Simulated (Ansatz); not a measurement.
**CsGa$_{3}$ squeezed and stretched**

A database entry relaxed whole under r2SCAN (I-4m2):

```
Cs Ga
1.0
    -3.19900    3.19900    7.63762
     3.19900   -3.19900    7.63762
     3.19900    3.19900   -7.63762
Cs Ga
3 9
Cartesian
  0.0000 0.0000 0.0000
  3.1990 0.0000 5.6890
  3.1990 0.0000 1.9486
  1.2294 3.1990 1.6878
  0.0000 1.9696 5.9499
  1.9696 0.0000 9.3254
  3.1990 1.2294 -1.6878
  0.0000 0.0000 7.6376
  1.8549 3.1990 4.1988
  0.0000 1.3440 3.4388
  1.3440 0.0000 11.8365
  3.1990 1.8549 -4.1988
```

The cell was scaled uniformly, its shape held, and the atoms relaxed at each volume with plane-wave PAW DFT (Ansatz 0.2.0; r2SCAN, 500 eV, 6×6×6 Γ-centred mesh, fermi-dirac occupations of width 0.020 eV; no spin, no spin-orbit coupling). One row is withheld.

```
volume (Å³/atom)  energy over the lowest (meV/atom)  pressure (GPa)  gap over mesh and path (eV)
          24.490                               11.7            2.57                         0.19
          25.011                                5.0            1.61                         0.24
          25.532                                  ?               ?                            ?
          26.053                                0.0            0.00                         0.32
          26.575                                1.1           -0.68                         0.30
          27.096                                4.3           -1.27                         0.29
          27.617                                9.3           -1.79                         0.27
```

Problem. Fit the pressures of the other rows to the third-order Birch-Murnaghan form.

Solution. With f = [(V₀/V)^(2/3) − 1]/2 and P = 3B₀f(1 + 2f)^(5/2)[1 + 3(B₀′ − 4)f/2], least squares gives V₀ = 26.05 Å³ an atom, B₀ = 35.6 GPa and B₀′ = 5.1; the rows miss the fit by less than 0.01 GPa. The slope of the energies differs from these pressures by less than 0.05 GPa.

Problem. How does the gap move with volume?

Solution. It runs from 0.19 eV at the smallest volume to 0.27 eV at the largest, not along one parabola: a band edge changes its place in the zone on the way, so no one slope is given.

Problem. What does the withheld row hold?

Solution. The fit gives 0.75 GPa at 25.532 Å³; the run gave 0.76 GPa and 1.2 meV an atom. Its gap is 0.29 eV.

Caveats: the shape of the cell was held, so B₀ is an upper bound where the axes differ in stiffness; 0 K, fixed nuclei; the symmetry was kept, and this need not be the phase that is stable at 0 K; one mesh for all volumes; r2SCAN gaps lie as a rule under measured ones; pressure is positive in compression.
